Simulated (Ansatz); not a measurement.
The relaxed structure here is a generated cell of ScSi: the first start was made by placing the elements on the sites of a structure type, and the end was not matched to a known phase here, so it may be hypothetical.

The start is a generated cell, ScSi built in the AFLOW prototype AB_tP4_129_a_c (B10, as in PbO). Cell shape, volume and atoms are optimised at zero target pressure with PBE (plane waves to 420 eV, PAW, scalar-relativistic; Ansatz, a program for electronic structure). First-step values are on the input's coarse k-mesh.

Ansatz input (later rounds restart from its end on a renewed k-mesh):
Ansatz 0.2 input:
```yaml
crystal:
  lattice:
    - [3.8373019, 0, 0]
    - [0, 3.8373019, 0]
    - [0, 0, 4.8353198]
  atoms:
    - { symbol: Sc, position: [0.5, 0, 0.2368] }
    - { symbol: Sc, position: [0, 0.5, 0.7632] }
    - { symbol: Si, position: [0, 0, 0] }
    - { symbol: Si, position: [0.5, 0.5, 0] }
basis: { ecutwfc: 420, ecutrho_ratio: 4, xc_grid: 2, fft_grid_basis: typed }
kpoints: { mp_grid: { grid: [6, 6, 5] } }
hamiltonian:
  xc: pbe
  dispersion: none
  pseudopotentials: { kind: paw }
scf: { occupations: { method: fermi_dirac, width: 0.05 } }
relax: { f_tol: 0.01, max_steps: 100, cell: { stress_tol: 0.02 } }
output: { forces: true, stress: true }
```

| Quantity | Value |
|---|---|
| Initial pressure | +45 GPa (positive: the cell is compressed) |
| Energy released | 1.88 eV/atom |
| Shortest distances (start → end) | The closest pairs of elements (up to four, under 3.6 Å), start → end: Sc–Si 2.23 → 2.88 Å; Si–Si 2.71 → 2.99 Å; Sc–Sc 3.55 → 2.99 Å |
| Optimiser moves | 13 |

Relaxed structure:

```cif
data_ScSi
_chemical_formula_sum 'Sc1 Si1'
_space_group_name_H-M_alt 'P4/mmm'
_space_group_IT_number 123
_space_group_name_Hall '-P 4 2'
_cell_length_a 2.98991
_cell_length_b 2.98991
_cell_length_c 3.91761
_cell_angle_alpha 90.000
_cell_angle_beta 90.000
_cell_angle_gamma 90.000
loop_
_atom_site_label
_atom_site_type_symbol
_atom_site_symmetry_multiplicity
_atom_site_Wyckoff_symbol
_atom_site_fract_x
_atom_site_fract_y
_atom_site_fract_z
_atom_site_occupancy
Sc1 Sc 1 d 0.50000 0.50000 0.50000 1
Si1 Si 1 a 0.00000 0.00000 0.00000 1
```

Final values are on a 16×16×12 k-mesh of the relaxed cell. No spin polarisation in the result. The relaxed primitive cell holds an odd number of electrons. A magnetic state may lie lower.

The run could not lose the symmetry of its start: the end is stationary, and may be a saddle point rather than a minimum.
